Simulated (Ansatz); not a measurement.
SiGe₅N₈ on the sites of β-Si3N4 (relaxed group Pm), relaxed with r2SCAN. It is monoclinic, Pm (No. 6); a = 7.962 Å, b = 3.050 Å, c = 7.973 Å, β = 119.9° in the conventional setting, 11.99 Å³ an atom. Ge is surrounded by 4 N at 1.83–1.84 Å; Si is surrounded by 4 N at 1.73–1.78 Å; Ge is surrounded by 4 N at 1.83 Å; Ge is surrounded by 4 N at 1.83–1.87 Å; Ge is surrounded by 4 N at 1.82–1.83 Å; Ge is surrounded by 4 N at 1.82–1.84 Å; N is surrounded by 3 Ge at 1.82–1.84 Å; N is surrounded by 1 Si at 1.73 Å and 2 Ge at 1.83 Å (further sites aren't listed).

```
Ge Si N
1.0
     7.97303    0.00000   -0.01070
     0.00000    3.04981    0.00000
    -3.99577    0.00000    6.90761
Ge Si N
5 1 8
Direct
  0.59714 0.50000 0.83335
  0.76486 0.00000 0.59154
  0.22750 0.50000 0.40232
  0.17230 0.50000 0.76585
  0.40944 0.00000 0.17244
  0.82628 0.00000 0.23450
  0.33416 0.50000 0.66662
  0.67325 0.00000 0.33022
  0.69452 0.50000 0.66708
  0.67972 0.00000 0.98278
  0.02857 0.00000 0.69998
  0.95911 0.50000 0.29896
  0.29775 0.00000 0.32599
  0.33539 0.50000 0.02836
```

3 runs of the plane-wave code Ansatz on this cell differ in the functional (and in the settings that go with it). Levels are in eV from each run's valence top; v1 is the last filled band, c1 the first empty one.

Run A, mean stress +6.3 GPa (compression positive):
```tsv
point	v5	v3	v1	c1	c2	c3
Γ	-0.84	-0.44	0.00	2.58	3.66	3.80
Z	-1.36	-1.20	-1.14	4.28	4.36	4.49
D	-1.49	-1.15	-0.88	4.10	4.40	5.02
B	-1.22	-0.57	-0.02	3.51	3.86	4.03
A	-1.20	-0.53	-0.02	3.33	3.77	4.17
E	-1.58	-1.16	-0.84	3.82	4.08	5.12
```

Run B, mean stress -0.6 GPa (compression positive):
```tsv
point	v5	v3	v1	c1	c2	c3
Γ	-0.82	-0.47	0.00	4.10	5.22	5.29
Z	-1.46	-1.32	-1.20	5.74	5.80	5.93
D	-1.59	-1.23	-0.95	5.62	5.87	6.56
B	-1.26	-0.58	-0.02	5.05	5.41	5.52
A	-1.20	-0.53	-0.02	4.85	5.35	5.66
E	-1.72	-1.24	-0.88	5.34	5.58	6.64
```

Run C, mean stress -0.8 GPa (compression positive):
```tsv
point	v5	v3	v1	c1	c2	c3
Γ	-0.82	-0.47	0.00	4.84	5.98	6.05
Z	-1.47	-1.33	-1.21	6.49	6.55	6.69
D	-1.61	-1.24	-0.95	6.37	6.63	7.33
B	-1.27	-0.58	-0.02	5.80	6.17	6.28
A	-1.20	-0.53	-0.02	5.60	6.10	6.42
E	-1.73	-1.25	-0.88	6.10	6.33	7.40
```

Task: Match the runs to PBE, HSE06, PBE0.

Result: A is PBE, B is HSE06, C is PBE0. In order of the gap: PBE 2.58, HSE06 4.10, PBE0 4.84 eV.

Note: simulated data, non-magnetic, for a generated structure that need not be the stable one.

Spin-orbit coupling is left out.

The program warns that its thresholds are loose for a hybrid's stress.

The meshes of the hybrids are coarse, so their gaps aren't converged to the digits shown.
